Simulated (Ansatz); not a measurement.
**Property card for GaGeO3**

GaGeO₃:
```
GaGeO3
1.0
    3.45231     0.00000     0.00000
    0.00000     3.45231     0.00000
    0.00000     0.00000     4.68886
Ga Ge O
1 1 3
Direct
  0.50000   0.50000   0.61424
  0.00000   0.00000   0.20944
  0.00000   0.50000   0.43596
  0.50000   0.00000   0.43596
  0.50000   0.50000   0.99460
```

Space group P4mm (No. 99); conventional cell a = b = 3.4523 Å, c = 4.6889 Å, α = β = γ = 90.00°.

Method: DFT-LDA in the program Ansatz with PAW potentials. Geometry: relaxed at this level of theory. Other levels are named where they apply.

Cell and energy:

| Quantity | Result |
|---|---|
| Volume per atom | 11.18 Å³ |
| Density | 5.66 g/cm³ |
| Formation energy from the elements (no fitted shifts) | -1.34 eV/atom |

Electronic structure:

| Property | Value |
|---|---|
| Electronic character | metallic (no gap) |
| Density of states at the Fermi level | 0.30 states/eV per atom (mean over ±0.08 eV) |

Mechanics:

| Item | Value |
|---|---|
| Bulk modulus (Birch–Murnaghan fit) | 128 GPa |
| Pressure derivative B′ | 5.1 |

The start of the workflow was typed in or built on a structure type; neither database checked (COD, Materials Project) lists it. Its standing as an ambient phase is unchecked. The cell was relaxed with LDA under the symmetry of its start; whether a distortion lowers the energy is not shown. A crystal of weakly bound units computed without a dispersion correction: the cell and the soft elastic constants depend strongly on that. With an odd number of electrons in the cell and no spin polarisation, the count alone makes it a metal. The references are the lowest solids computed at this level, not always the standard phases (solids in place of the gases). Scalar-relativistic: spin–orbit coupling is off unless named, which matters more the heavier the elements.

Potentials: the earlier of the program's two PAW sets. The files were generated under PBE; for other functionals the program regenerates the frozen cores, and for LDA and PBEsol the local potential too.
